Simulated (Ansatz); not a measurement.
Relaxed-ion elastic tensor of Si in space group P6_3/mmc (No. 194; Si on 4f) in GPa (Voigt order), the program Ansatz at the r²SCAN level (PAW); density 2.31 g/cm³, 20.16 Å³ per atom.

|  | 1 | 2 | 3 | 4 | 5 | 6 |
|---|---|---|---|---|---|---|
| 1 | 199 | 53.2 | 35.6 | 0.0 | 0.0 | 0.0 |
| 2 | 53.2 | 199 | 35.6 | 0.0 | 0.0 | 0.0 |
| 3 | 35.6 | 35.6 | 226 | 0.0 | 0.0 | 0.0 |
| 4 | 0.0 | 0.0 | 0.0 | 53.5 | 0.0 | 0.0 |
| 5 | 0.0 | 0.0 | 0.0 | 0.0 | 53.5 | 0.0 |
| 6 | 0.0 | 0.0 | 0.0 | 0.0 | 0.0 | 72.8 |

Problem. Is the crystal mechanically stable?

Solution. Yes: the smallest eigenvalue of C is 53.5 GPa.

Problem. Work out the Voigt, Reuss and Hill averages.

Solution. K_V = 97.0, K_R = 96.9, K_H = 96.9; G_V = 69.2, G_R = 66.2, G_H = 67.7 GPa.

Problem. Give Young's modulus, Poisson's ratio, Pugh's ratio and the universal anisotropy index.

Solution. E = 9KG/(3K + G) = 165 GPa; ν = 0.22; K/G = 1.43 (brittle by the Pugh limit of 1.75); A_U = 5G_V/G_R + K_V/K_R − 6 = 0.23.

Problem. Estimate the sound speeds and the Debye temperature.

Solution. v_l = √((K + 4G/3)/ρ) = 9000 m/s, v_t = √(G/ρ) = 5410 m/s, mean 5980 m/s; Θ = (h/k)(3n/4πV)^(1/3) v_m = 655 K.

Problem. Solve the Christoffel equation for the three sound speeds along x, y, z.

Solution. Eigenvalues of C_ijkl n_j n_l equal ρv². In km/s, slowest first: x 4.81, 5.61, 9.27; y 4.81, 5.61, 9.27; z 4.81, 4.81, 9.89.

Problem. How much does each axis shrink under pressure?

Solution. Linear compressibilities β_i = Σ_j S_ij (j = 1 to 3): x 3.5, y 3.5, z 3.3 per TPa.

The workflow started from a Materials Project entry (that database holds measured and hypothetical structures alike); the Crystallography Open Database copy checked does not list it. It is not the phase usual at ambient conditions (space group No. 227). The r²SCAN relaxation kept the symmetry of its start; phonons on a q-mesh show no instability.

Potentials: the earlier of the program's two PAW sets.
